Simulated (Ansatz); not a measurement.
Energy landscape near a Be4AlCr structure

Theory: DFT PBEsol, scalar-relativistic, plane waves, PAW in Ansatz 0.2.0.

Plane waves to 420 eV, a k mesh through Γ of 10×10×10 on the computed 6-atom cell and Gaussian smearing (0.10 eV); collinear spin from starting moments 0 0 0 0 0 2.68 μB.

Reference cell:

```
Be Al Cr
1.0
     0.00000    3.08560    3.08560
     3.08560    0.00000    3.08560
     3.08560    3.08560    0.00000
Be Al Cr
4 1 1
Cartesian
  2.3043 2.3043 2.3043
  2.3043 3.8669 3.8669
  3.8669 3.8669 2.3043
  3.8669 2.3043 3.8669
  4.6284 4.6284 4.6284
  0.0000 0.0000 0.0000
```

Each variant moves atoms of this cell by the vectors given, if any (Å), and then applies a symmetric strain (tensor components, Cartesian axes). The reference cell isn't relaxed at this level. Energies are per atom at zero smearing, counted from the lowest variant. Pressure is positive in compression.

1. strain (xx yy zz yz xz xy, %) 1.56 1.56 1.56 0.00 0.00 0.00; moves: Be1 (-0.106, -0.106, -0.106); Be2 (-0.106, 0.106, 0.106); Be3 (0.106, 0.106, -0.106); Be4 (0.106, -0.106, 0.106)
2. strain (xx yy zz yz xz xy, %) -3.60 -4.02 -3.06 0.06 0.40 0.39; moves: Be1 (0.108, -0.030, 0.032); Be2 (0.023, 0.073, 0.065); Be3 (-0.097, -0.124, -0.091); Be4 (0.097, 0.198, -0.016); Al5 (-0.094, -0.134, -0.015); Cr6 (-0.037, 0.017, 0.026)
3. strain (xx yy zz yz xz xy, %) -2.33 -2.33 -2.33 0.00 0.00 0.00; moves: Be1 (0.021, 0.021, 0.021); Be2 (0.021, -0.021, -0.021); Be3 (-0.021, -0.021, 0.021); Be4 (-0.021, 0.021, -0.021)
4. strain (xx yy zz yz xz xy, %) -2.02 -2.02 -5.02 0.00 0.00 0.00; moves: Be1 (0.014, 0.033, 0.008); Be2 (0.033, -0.014, -0.008); Be3 (-0.014, -0.033, 0.008); Be4 (-0.033, 0.014, -0.008)
5. strain (xx yy zz yz xz xy, %) -1.46 -1.46 -1.46 0.00 0.00 0.00; moves: Be1 (0.021, 0.021, 0.021); Be2 (0.021, -0.021, -0.021); Be3 (-0.021, -0.021, 0.021); Be4 (-0.021, 0.021, -0.021)

| result | ΔE (meV/atom) | P (GPa) | largest force (eV/Å) |
| --- | --- | --- | --- |
| A | 0.0 | 3.66 | 0.72 |
| B | 159.6 | 18.80 | 2.81 |
| C | 8.8 | 7.89 | 0.76 |
| D | 214.4 | -0.41 | 3.76 |
| E | 24.5 | 11.77 | 0.69 |

Question: Which variant gave which result?

Answer: A is 5, B is 2, C is 3, D is 1, E is 4. The pressure falls as the cell grows: from the smallest volume to the largest the variants are 2, 4, 3, 5, 1.

Only parallel moments were tried here.

Cost: 5 runs of about 5.8 core-minutes in all, on Intel Xeon Processor @ 2.70GHz (shared hosts).